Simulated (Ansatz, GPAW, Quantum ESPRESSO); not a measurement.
One calculation of ScRu3, 3 ways

```
Ru Sc
1.0
     3.93844    0.00000    0.00000
     0.00000    3.93844    0.00000
     0.00000    0.00000    3.93844
Ru Sc
3 1
Direct
  0.50000 0.50000 0.00000
  0.50000 0.00000 0.50000
  0.00000 0.50000 0.50000
  0.00000 0.00000 0.00000
```

The cell comes from a database or a generator and needn't be the stable form of this composition.

Alike in all runs: task equation of state; functional PBE; k mesh 7 × 7 × 7; occupations fermi-dirac, width 0.05 eV; no spin polarisation; no spin-orbit coupling.

| program and potentials | plane-wave cutoff (eV) | notes | equilibrium volume (Å³/atom) | bulk modulus (GPa) |
| --- | --- | --- | --- | --- |
| Ansatz, Ansatz PAW | 420 | - | 15.14 | 203.1 |
| GPAW, GPAW PAW data sets (gpaw-data 1.2.1) | 600 | - | 15.13 | 201.7 |
| Quantum ESPRESSO, SSSP 1.3 efficiency PBE | 816 | - | 15.15 | 202.9 |

The equilibrium volume spans 15.13 (GPAW, GPAW PAW data sets (gpaw-data 1.2.1)) to 15.15 Å³/atom (Quantum ESPRESSO, SSSP 1.3 efficiency PBE). The bulk modulus spans 201.7 (GPAW, GPAW PAW data sets (gpaw-data 1.2.1)) to 203.1 GPa (Ansatz, Ansatz PAW). For a metal such a mesh isn't converged, which the comparison doesn't need.

The functional is the same throughout but for its coding, so the spread measures potentials, basis and numerics; runs on potential files found faulty are left out.
